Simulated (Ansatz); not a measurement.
Ansatz (a program for electronic structure) input:

Ansatz 0.2 input:
```yaml
crystal:
  lattice:
    - [3.4644435814, 0.0, 0.0]
    - [0.0, 3.4644435814, 0.0]
    - [0.0, 0.0, 3.4644435814]
  atoms:
    - { symbol: Si, position: [0.0, 0.0, 0.0] }
    - { symbol: Ni, position: [0.0, 0.5, 0.5] }
    - { symbol: Ni, position: [0.5, 0.0, 0.5] }
    - { symbol: Ni, position: [0.5, 0.5, 0.0] }
kpoints:
  mp_grid: { grid: [12, 12, 12] }
hamiltonian:
  xc: r2scan
  pseudopotentials: { kind: paw }
scf:
  occupations: { method: gaussian, width: 0.05 }
checkpoint: { read: metal.run }
output: { write_density: true, elf: true, volumetric_format: npy }
```

Output (shortened):

```
Pseudopotential: Si, paw, valence charge 4
Pseudopotential: Ni, paw, valence charge 18
Functional definition: r2SCAN
Crystal: 4 atoms, lattice volume = 41.582 Å³
Basis set: ecut = 500 eV, 1021 PW (Γ), exchange–correlation on 108×108×108 points (64 copies of the dense FFT grid, shifted against one another)
Bands: 35, of which v1, the nominal top of the filled ones, is band 29 counted from 1 (28 counted from 0)
Symmetry: 48 space group operations
Space group: Pm-3m (ITA 221), of the structure as read, at distance tolerance 3.5e-5 Å
k-points: 84 of 1728
Stability of the state it starts from, as read at its close in the unpolarized treatment …
iter 1 solved again at ethr=1.92e-7 eV; its pass at ethr=3.10e-3 eV (dr2=1.12e-4 eV) is discarded
SCF iter   1: F=—  HF=-18176.685172 eV  |F-HF|=—  |Δ(HF+E_count)|=         —  Δρ=2.17e-6  dr2=8.64e-10  dr2_τ=4.87e-11  ethr=1.92e-7  ⟨swp⟩=3.8  Hψ=19712  notcnv=0
preconditioner: auto → Kerker (q_TF=auto, 2.884 Å⁻¹)
SCF iter   2: F=—  HF=-18176.685172 eV  |F-HF|=—  |Δ(HF+E_count)|=   2.50e-8  Δρ=4.38e-6  dr2=4.29e-9  dr2_τ=7.64e-11  ethr=1.49e-12  ⟨swp⟩=8.3  Hψ=16028  notcnv=0
SCF iter   3: F=-18176.685172 eV  HF=-18176.685172 eV  |F-HF|=5.75e-10  |Δ(HF+E_count)|=  8.99e-10  Δρ=1.38e-6  dr2=3.92e-10  dr2_τ=1.72e-11  ethr=1.49e-12  ⟨swp⟩=1.8  Hψ=9037  notcnv=0
SCF 1 converged in 3 iterations: F = -18176.685172 eV  dr2 = 3.92e-10
SCF converged after 3 iterations
Free energy (F): -18176.685172 eV
Harris-Foulkes:  -18176.685172 eV  (|F-HF|=5.75e-10)
Internal energy: -18176.681754 eV  (E = F + TS)
E sigma→0 (E₀):  -18176.683463 eV
Entropy (-TS):   -0.003418 eV (-0.855 meV/atom)
Fermi energy:    18.107953 eV
--- Per-component energies (eV) ---
  E_band       = -881.146738
  E_kinetic    = 897.968999
  E_local      = -11484.693383  (includes V_loc(G=0)·N_el)
  E_nonlocal   = 1945.726631
  E_hartree    = 4914.207934
  E_xc         = -292.237293
  E_vxc        = -408.021017  (∫ρ·V_xc dr)
  E_paw        = -5454.568627  (= ΣΔE_a)
  E_vpaw       = -1689.361984  (= ΣTr[D̂ρ^β])
  E_aug_tail   = 0.000713  (compensation charges beyond the density's cutoff)
  E_vtau       = 28.814665  (kinetic-family band-sum trace: ∫τ·v_τ [+ j·A + Jᵃ·Aᵃ] dr)
  E_ewald      = -8702.110090
  E_core_change = -0.976639  (= ΣΔE_core)
  E_smearing   = -0.003418  (= −TS)
  E_closure    = 0.000000  (closes the sum)
  Σ components = -18176.685172   (vs F -18176.685172, Δ=0.00e0)
  [band-id]    e_kinetic+e_local+e_nonlocal+2·e_hartree+e_vxc+e_vpaw+e_augmentation_tail+e_vtau = -881.149508   (vs E_band -881.146738, Δ=-2.77e-3)
--- Band table (eV; the first three rows and the last of 84) ---
  k-point 0: bands = ["-88.8006", "-88.7572", "-88.7572", "-47.8036", "-47.8036", "-47.8036", "-47.7328", "-47.7328", "-47.7328", "-47.5605", "-47.5605", "-47.5605", "5.2520", "12.7373", "13.6398", "13.6398", "14.2383", "14.2383", "14.2383", "16.4190", …
  k-point 1: bands = ["-88.8000", "-88.7579", "-88.7572", "-47.8020", "-47.8020", "-47.8014", "-47.7333", "-47.7333", "-47.7330", "-47.5630", "-47.5616", "-47.5616", "5.3402", "12.7585", "13.5104", "13.7025", "14.2284", "14.2284", "14.2650", "16.2192", …
  k-point 2: bands = ["-88.7981", "-88.7598", "-88.7572", "-47.7975", "-47.7975", "-47.7953", "-47.7349", "-47.7349", "-47.7334", "-47.5702", "-47.5646", "-47.5646", "5.6014", "12.6579", "13.2479", "13.8836", "14.1945", "14.1945", "14.3421", "15.9393", …
  k-point 83: bands = ["-88.7715", "-88.7715", "-88.7715", "-47.8287", "-47.8287", "-47.8287", "-47.7604", "-47.6698", "-47.6698", "-47.6698", "-47.5259", "-47.5259", "9.3925", "13.4740", "13.4740", "13.4740", "13.9412", "13.9412", "13.9412", "15.7060", …
```

Cost: roughly 11 core-seconds on shared cores.

The cell was relaxed with r²SCAN under the symmetry of its start. No spin polarisation was allowed.

Potentials: the later of the program's two PAW sets.

Ansatz is a plane-wave DFT program.
